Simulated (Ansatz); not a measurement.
Consider the following.

ZrBrN:
```cif
data_Br2N2Zr2
_chemical_formula_sum 'Zr2 Br2 N2'
_space_group_name_H-M_alt 'Pmmn :1'
_space_group_IT_number 59
_space_group_name_Hall 'P 2 2ab -1ab'
_cell_length_a 3.61353
_cell_length_b 4.10442
_cell_length_c 8.83327
_cell_angle_alpha 90.000
_cell_angle_beta 90.000
_cell_angle_gamma 90.000
loop_
_space_group_symop_operation_xyz
  'x, y, z'
  '-x, -y, z'
  'x+1/2, -y+1/2, -z'
  '-x+1/2, y+1/2, -z'
  '-x+1/2, -y+1/2, -z'
  'x+1/2, y+1/2, -z'
  '-x, y, z'
  'x, -y, z'
loop_
_atom_site_label
_atom_site_type_symbol
_atom_site_symmetry_multiplicity
_atom_site_Wyckoff_symbol
_atom_site_fract_x
_atom_site_fract_y
_atom_site_fract_z
_atom_site_occupancy
Zr1 Zr 2 b 0.00000 0.50000 0.10006 1
Br1 Br 2 a 0.00000 0.00000 0.66352 1
N1 N 2 a 0.00000 0.00000 0.03117 1
```

This is the r²SCAN+D4-relaxed structure.

Task: All from plane-wave PAW r²SCAN+D4 (Ansatz code), unless another level is named. Estimate the band gap.

Result: 2.22 eV (smallest direct gap 2.22 eV).

Task: What about the HSE06 gap on the r²SCAN+D4 cell?

Result: 2.88 eV.

Task: Predict the formation energy from the elements (no fitted shifts).

Result: -184 kJ/mol of atoms.

Task: What about the valence-band maximum?

Result: at Γ.

The first step of the workflow began from a Materials Project structure, measured or hypothetical; the Crystallography Open Database files this formula in space group No. 59, but the cells were not matched. Its standing as an ambient phase is unchecked. Symmetry was held in the r²SCAN+D4 relaxation; its stability against distortions is not shown here. The run is not spin-polarised. The references are the lowest solids computed at this level, not always the standard phases (solids in place of the gases). Scalar-relativistic: spin–orbit coupling is off unless named, which matters more the heavier the elements.

Potentials: the later of the program's two PAW sets.
